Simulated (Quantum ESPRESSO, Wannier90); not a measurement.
# Wannierisation of Ag (bcc (W type), model phase)

```
begin unit_cell_cart
ang
   -1.6556550000    1.6556550000    1.6556550000
    1.6556550000   -1.6556550000    1.6556550000
    1.6556550000    1.6556550000   -1.6556550000
end unit_cell_cart
begin atoms_frac
Ag   0.0000000000  0.0000000000  0.0000000000
end atoms_frac
```

Structure: Materials Project mp-2646971, symmetrised, not relaxed again. This isn't the element's usual structure (fcc); take it as a model of another phase. Level: PBEsol, no spin polarisation, no spin-orbit coupling; pw.x of Quantum ESPRESSO at 66 Ry with PseudoDojo potentials, 10×10×10 k-points, Wannier90. Density: 18×18×18 mesh, cold smearing 0.01 Ry.

A tight-binding model is made by disentanglement and projection with no localisation steps (num_iter = 0), so the 9 orbitals stay atom-like: hydrogen-like Ag: s;p;d, axes along x, y, z; frozen window up to 1.50 eV relative to the Fermi level. It follows pw.x to 5.1 meV rms for states up to 1.0 eV relative to the Fermi level. Matrix elements depend on this choice of orbitals and windows.

### Question
What are the on-site energies relative to the Fermi level, and how fast do the hoppings decay?

### Answer
```json
[
 {"atom": "Ag1", "orbitals": "s", "energy (eV)": "4.33"},
 {"atom": "Ag1", "orbitals": "pz px py", "energy (eV)": "11.19"},
 {"atom": "Ag1", "orbitals": "dz2 dx2-y2", "energy (eV)": "-4.06"},
 {"atom": "Ag1", "orbitals": "dxz dyz dxy", "energy (eV)": "-4.12"}
]
```

| distance of the centres (Å) | largest modulus (eV) |
|---|---|
| 2–3 | 1.2 |
| 3–4 | 1.8 |
| 4–5 | 0.12 |
| 5–6 | 0.12 |
| 6–7 | 0.057 |
| 7–8 | 0.024 |
| 8–9 | 0.0098 |
| 9–10 | 0.0074 |
| 10–11 | 0.0034 |
